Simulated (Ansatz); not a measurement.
**Calculated coordination and S-33 quadrupole coupling for Bi₂Te₂Pb₂S₃**

Cell: a COD entry (perhaps calculated rather than measured) whose atoms were relaxed with PBE, the cell held.

```
CELL_PARAMETERS angstrom
4.26052 0.00000 0.00000
-2.13026 3.68972 0.00000
0.00000 0.00000 33.81797
ATOMIC_POSITIONS crystal
Bi 0.33333 0.66667 0.20293
Bi 0.66667 0.33333 0.79707
Bi 0.33333 0.66667 0.39807
Bi 0.66667 0.33333 0.60193
Te 0.33333 0.66667 0.74408
Te 0.66667 0.33333 0.25592
Te 0.00000 0.00000 0.34507
Te 0.00000 0.00000 0.65493
Pb 0.33333 0.66667 0.89896
Pb 0.66667 0.33333 0.10104
Pb 0.00000 0.00000 0.00000
Pb 0.00000 0.00000 0.50000
S 0.00000 0.00000 0.84882
S 0.00000 0.00000 0.15118
S 0.33333 0.66667 0.05044
S 0.66667 0.33333 0.94956
S 0.33333 0.66667 0.55024
S 0.66667 0.33333 0.44976
```

Atoms are numbered from 1 in the order listed; like atoms form one site, named after its first atom.

Level of theory: DFT, PBE, plane waves and PAW, scalar-relativistic, 420 eV cutoff, Γ-centred 8×8×1 k-points, Fermi–Dirac smearing 0.02 eV (Ansatz 0.2.0).

Q(S-33) = -69.40 mb.

(1) Order the S environments from the weakest to the strongest quadrupole coupling.
A. S13: 3 Pb at 2.99 Å, 3 Bi at 3.02 Å
B. S15: 6 Pb at 2.99–3.00 Å

Results:

(1) A (0.155 MHz, η = 0.00), B (0.565 MHz, η = 0.00).

An axis of threefold or higher order runs through S13 and S15, so V_zz lies along it and η is zero.

Without spin–orbit coupling the gradients at and beside Bi and Pb can be off by some per cent, at some sites by more. With a gap of 0.4 eV on this mesh, small gradients can still move by 0.1 × 10²¹ V/m² or more as the k-mesh gets denser.
